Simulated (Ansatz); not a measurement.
LaN:
```
LaN
1.0
    4.44343     0.00000     0.00000
    0.00000     4.44343     0.00000
    0.00000     0.00000     3.69719
La N
2 2
Direct
  0.50000   0.00000   0.26837
  0.00000   0.50000   0.73163
  0.50000   0.50000   0.00000
  0.00000   0.00000   0.00000
```

Relaxed with r²SCAN.

Give the optical modes at the zone centre with their infrared and Raman activity from DFPT, r²SCAN (plane waves, PAW; program Ansatz).

Transverse frequencies, without the LO–TO term; a row sums one degenerate level.

| ω (cm⁻¹) | degeneracy | IR ((D/Å)²/amu) | Raman (Å⁴/amu) | activity | symmetry |
|---|---|---|---|---|---|
| 151 | 2 | 0.00 | 24 | Raman | Eg |
| 159 | 1 | 0.00 | 63 | Raman | A1g |
| 206 | 1 | 0.00 | 370 | Raman | B1g |
| 254 | 2 | 163.59 | 0 | IR | Eu |
| 348 | 1 | 26.01 | 0 | IR | A2u |
| 419 | 2 | 0.00 | 490 | Raman | Eg |

How high does the top mode go among those that the LO–TO term moves?

562 cm⁻¹ for q along x, 562 cm⁻¹ for q along y, 481 cm⁻¹ for q along z.

Space group P4/nmm. The workflow started from a Materials Project entry (that database holds measured and hypothetical structures alike); the Crystallography Open Database copy checked does not list it. COD files the formula under space group No. 225. Whether it is the stable phase at ambient conditions was not checked. The r²SCAN relaxation kept the symmetry of its start. At this level the phase is mechanically unstable. Spin–orbit coupling is left out wherever it is not named.

Potentials: the later of the program's two PAW sets.
